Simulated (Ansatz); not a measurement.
HfS2:
```yaml
crystal:
  lattice:
    - [6.08798, 0.00000, 0.00000]
    - [0.00000, 6.08798, 0.00000]
    - [0.00000, 0.00000, 3.70776]
  atoms:
    - { symbol: Hf, position: [0.00000, 0.00000, 0.00000] }
    - { symbol: Hf, position: [0.50000, 0.50000, 0.50000] }
    - { symbol: S, position: [0.30222, 0.30222, 0.00000] }
    - { symbol: S, position: [0.80222, 0.19778, 0.50000] }
    - { symbol: S, position: [0.19778, 0.80222, 0.50000] }
    - { symbol: S, position: [0.69778, 0.69778, 0.00000] }
```

Relaxed with PBE. Special points in fractions of this cell's reciprocal vectors: Γ (0.000, 0.000, 0.000); X (0.000, 0.500, 0.000); M (0.500, 0.500, 0.000); Z (0.000, 0.000, 0.500); R (0.000, 0.500, 0.500); A (0.500, 0.500, 0.500).

Problem. List the band energies nearest the valence-band maximum at these points for DFT-PBE in the program Ansatz with PAW potentials.

Solution. In eV from the valence-band maximum; about four levels below and three above (degenerate sets whole), none deeper than 8.9 eV; points with the same levels are listed once.

```json
[
 {"k": "Γ", "below": "-0.43 -0.33 -0.33 -0.01", "above": "0.44 0.89 1.95 1.95"},
 {"k": "X", "below": "-1.33 -1.33 -0.69 -0.69", "above": "1.32 1.32 2.60 2.60"},
 {"k": "M", "below": "-1.15 -1.15 -1.10 -1.10", "above": "0.69 0.69 1.99 1.99"},
 {"k": "Z", "below": "-2.00 -2.00 -1.61 -1.61", "above": "2.50 2.50 3.11 3.11"},
 {"k": "R", "below": "-2.12 -2.12 -0.95 -0.95", "above": "1.03 1.03 3.25 3.25"},
 {"k": "A", "below": "-1.17 -1.17 -0.78 -0.78", "above": "1.94 1.94 2.32 2.32"}
]
```

Space group P4_2/mnm (rutile). A made-up cell: these elements were put on the sites of a structure type; neither database checked (COD, Materials Project) lists it. Whether it is the stable phase at ambient conditions was not checked. The PBE relaxation kept the symmetry of its start; its stability against distortions is not shown here. The run is not spin-polarised. Spin–orbit coupling is left out wherever it is not named.

Potentials: the later of the program's two PAW sets.
